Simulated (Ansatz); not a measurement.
Kick test of a cell of Al₂CdPb₄

The cell was found from a structure generator's guess, not taken from experiment.

The calculation used DFT PBE, scalar-relativistic, plane waves, PAW (Ansatz 0.2.0). Plane waves to 420 eV, a k mesh through Γ of 12×12×2 on the computed 7-atom cell and Gaussian smearing (0.10 eV); no spin polarisation.

The cell below (7 atoms, space group P-3m1 (No. 164)) is relaxed within its symmetry.

```yaml
crystal:
  lattice:
    - [3.61119, 0.00000, 0.00000]
    - [-1.80559, 3.12738, 0.00000]
    - [0.00000, 0.00000, 17.26848]
  atoms:
    - { symbol: Al, position: [0.00000, 0.00000, 0.21766] }
    - { symbol: Al, position: [0.00000, 0.00000, 0.78234] }
    - { symbol: Cd, position: [0.00000, 0.00000, 0.50000] }
    - { symbol: Pb, position: [0.66667, 0.33333, 0.34926] }
    - { symbol: Pb, position: [0.33333, 0.66667, 0.65074] }
    - { symbol: Pb, position: [0.33333, 0.66667, 0.91410] }
    - { symbol: Pb, position: [0.66667, 0.33333, 0.08590] }
```

For the test it was strained at random (σ = 1.5 % a component), the atoms were moved at random (σ = 0.10 Å), and all was relaxed again on a coarse 6×6×2 mesh (in the run’s order of axes) with 0.20 eV smearing, with no symmetry imposed.

Spin–orbit coupling, which can matter for Pb, is left out.

Question: Is the structure stable against such a distortion?

Answer: It doesn't return. The energy falls by 28 meV/atom on that mesh, the volume changes by -0.2 %, and the end has space group P-1 (No. 2) at a loose tolerance. Relaxed again on a 10×8×2 mesh with 0.10 eV smearing, the new structure lies 37 meV/atom below the first (mesh in the axes of the run's cell; the cell below is made exact in the group named). Space group C2/m (No. 12), monoclinic, a = 5.087 Å, b = 4.751 Å, c = 15.869 Å, β = 97.3°. Al is surrounded by 8 Pb at 3.13–3.28 Å and 4 Al at 3.48 Å; Cd has 6 Pb at 3.35–3.37 Å, 4 Cd at 3.48 Å and 2 Pb at 3.63 Å; Pb on its first site has 4 Al at 3.14–3.28 Å, 3 Cd at 3.35–3.37 Å, 4 Pb at 3.48 Å, 1 Cd at 3.63 Å and 1 Pb at 4.10 Å; around Pb on its second site lie 4 Al at 3.13–3.26 Å, 7 Pb at 3.48–3.65 Å, 1 Pb at 3.87 Å and 1 Pb at 4.10 Å.

```
Al Cd Pb
1.0
     2.54348   -2.37549    0.00000
     2.54348    2.37549    0.00000
    -2.01700    0.00000   15.74080
Al Cd Pb
2 1 4
Direct
  0.14762 0.14762 0.78234
  0.85238 0.85238 0.21766
  0.00000 0.00000 0.50000
  0.59836 0.59836 0.65177
  0.40164 0.40164 0.34823
  0.30064 0.30064 0.08788
  0.69936 0.69936 0.91212
```
